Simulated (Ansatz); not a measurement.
CrAu$_{4}$ (I4/m): electronic heat capacity from the density of states

The calculation used DFT r2SCAN, scalar-relativistic, plane waves, PAW in Ansatz.

Plane waves to 500 eV, a k mesh through Γ of 10×10×10 on the computed 5-atom cell and Gaussian smearing (0.10 eV); collinear spin from starting moments 4.18 0 0 0 0 μB.

Relaxed cell: I4/m, a = 6.478 Å, b = 6.478 Å, c = 4.080 Å, α = 90.00°, β = 90.00°, γ = 90.00°, 5 atoms in the primitive cell. Whether it is the stable form of this composition wasn't checked.

The density of states at the Fermi level is 1.949 states/eV in the cell of 5 atoms (1 formula unit; both spins, tetrahedra on a 15×15×15 mesh). The run ends with a moment of 4.05 μB a cell (largest on a site 3.80 μB), and the figure is for this state; a paramagnetic sample can have a quite different one. Another magnetic order, if the compound takes it, can change N(E_F) and the shape of the cell a good deal.

Q: What Sommerfeld coefficient does this give?

A: Per formula unit N(E_F) = 1.949 states/eV. γ = (π²/3) k_B² N(E_F) N_A = 2.357 mJ/(mol K²) per state/eV, so γ = 4.6 mJ/(mol K²), a mole of formula units. This is the bare band result: a measured γ of the same phase and magnetic order is as a rule larger by a factor 1 + λ from phonons and spin fluctuations. N(E_F) at one energy is sensitive to the mesh where the density of states has sharp peaks.

The state reached may not be the lowest one. Spin-orbit coupling is left out, which matters for the bands of heavy elements. Only parallel moments were tried here.

Only this magnetic start was tried.

Cost: 1 run of about 5.7 core-minutes, on Intel Xeon Platinum 8559C (Emerald Rapids) (shared hosts).